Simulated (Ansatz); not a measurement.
The start is a generated cell, TaN built in the AFLOW prototype AB_oP8_62_c_c (B27, as in FeB). The cell and all atomic positions are relaxed at zero pressure with r2SCAN (plane waves to 500 eV, PAW, scalar-relativistic; Ansatz, a quantum-chemistry and plane-wave program). First-step values are on the input's coarse k-mesh.

Ansatz input (later rounds restart from its end on a renewed k-mesh):
Ansatz 0.2 input:
```yaml
crystal:
  lattice:
    - [6.2692735, 0, 0]
    - [0, 3.3611064, 0]
    - [0, 0, 4.6240883]
  atoms:
    - { symbol: N, position: [0.82, 0.25, 0.125] }
    - { symbol: N, position: [0.32, 0.25, 0.375] }
    - { symbol: N, position: [0.18, 0.75, 0.875] }
    - { symbol: N, position: [0.68, 0.75, 0.625] }
    - { symbol: Ta, position: [0.125, 0.25, 0.69] }
    - { symbol: Ta, position: [0.625, 0.25, 0.81] }
    - { symbol: Ta, position: [0.875, 0.75, 0.31] }
    - { symbol: Ta, position: [0.375, 0.75, 0.19] }
basis: { ecutwfc: 500, ecutrho_ratio: 4, xc_grid: 4, fft_grid_basis: typed }
kpoints: { mp_grid: { grid: [4, 7, 5] } }
hamiltonian:
  xc: r2scan
  dispersion: none
  pseudopotentials: { azcp: { folder: ./paw }, kind: paw }
scf: { occupations: { method: fermi_dirac, width: 0.05 } }
relax: { f_tol: 0.01, max_steps: 100, cell: { stress_tol: 0.02 } }
output: { forces: true, stress: true }
```

- Largest initial force: about 2.3 eV/Å, on N1, N2, N3, N4 (atoms numbered as listed)
- Outcome: The space group stays Pnma (No. 62) (the run could not lower it), with 8 atoms in the primitive cell
- Energy released: 0.52 eV/atom
- Volume change: +8.9 %, from 12.18 to 13.26 Å³/atom
- Shortest distances (start → end): The closest pairs of elements (up to four, under 3.6 Å), start → end: N–Ta 1.90 → 2.01 Å; N–N 2.99 → 2.76 Å; Ta–Ta 2.89 → 3.15 Å
- Optimiser moves: 16

It ends as:

```cif
data_N4Ta4
_chemical_formula_sum 'N4 Ta4'
_space_group_name_H-M_alt 'Pnma'
_space_group_IT_number 62
_space_group_name_Hall '-P 2ac 2n'
_cell_length_a 6.99619
_cell_length_b 3.30721
_cell_length_c 4.58605
_cell_angle_alpha 90.000
_cell_angle_beta 90.000
_cell_angle_gamma 90.000
loop_
_atom_site_label
_atom_site_type_symbol
_atom_site_symmetry_multiplicity
_atom_site_Wyckoff_symbol
_atom_site_fract_x
_atom_site_fract_y
_atom_site_fract_z
_atom_site_occupancy
N1 N 4 c 0.34220 0.25000 0.49168 1
Ta1 Ta 4 c 0.10743 0.25000 0.74248 1
```

Final values are on a 7×14×10 k-mesh of the relaxed cell. No spin polarisation in the result.

The run could not lose the symmetry of its start: the end is stationary, and may be a saddle point rather than a minimum.

The relaxed structure here is a generated cell of TaN: the first start was made by placing the elements on the sites of a structure type, and the end was not matched to a known phase here, so it may be hypothetical. Known forms of TaN include space group No. 225.
